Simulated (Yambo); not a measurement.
Absorption of CsSrF3 (cubic perovskite, space group Pm-3m, No. 221) with and without the electron-hole interaction (Yambo, PBEsol bands; 8×8×8 mesh, 9 valence and 3 conduction bands, static screening with 60 bands and a 3 Ry block, scissor 3.28 eV, Tamm-Dancoff; field along x).

```
E (eV)  Im ε, BSE  Im ε, independent quasiparticles
------  ---------  --------------------------------
7.55         0.10                              0.01
7.65         0.12                              0.01
7.75         0.15                              0.01
7.85         0.19                              0.01
7.95         0.25                              0.01
8.05         0.34                              0.02
8.15         0.51                              0.02
8.25         0.82                              0.02
8.35         1.48                              0.02
8.45         2.68                              0.02
8.55         3.21                              0.02
8.65         2.54                              0.02
8.75         1.69                              0.03
8.85         1.02                              0.03
8.95         0.72                              0.03
9.05         0.65                              0.03
9.15         0.72                              0.04
9.25         0.81                              0.05
9.35         1.03                              0.06
9.45         1.19                              0.07
9.55         1.33                              0.09
9.65         1.42                              0.12
9.75         1.37                              0.17
9.85         1.33                              0.20
9.95         1.18                              0.26
10.05        1.02                              0.31
10.15        0.95                              0.34
10.25        0.70                              0.38
10.35        0.57                              0.40
10.45        0.47                              0.40
10.55        0.38                              0.45
10.65        0.36                              0.52
10.75        0.36                              0.58
10.85        0.38                              0.61
10.95        0.51                              0.60
11.05        0.56                              0.64
11.15        0.59                              0.75
11.25        0.61                              0.88
11.35        0.52                              1.00
11.45        0.52                              1.17
11.55        0.45                              1.41
11.65        0.40                              1.73
11.75        0.38                              2.07
11.85        0.30                              2.26
```

The scissor comes from a G0W0 run whose convergence isn't established. Broadening 0.15 eV. The band window holds all transitions up to 11.9 eV. Fine structure above the onset can come from the mesh.

The cell is held in this high symmetry; tilts and polar distortions were not searched.

Geometry of the Materials Project entry, not relaxed at this level; primitive cell a = b = c = 4.7633 Å, α = β = γ = 90.00°.

The structure is a Materials Project entry; no match was found in the copy of COD used, and its stability was not checked.
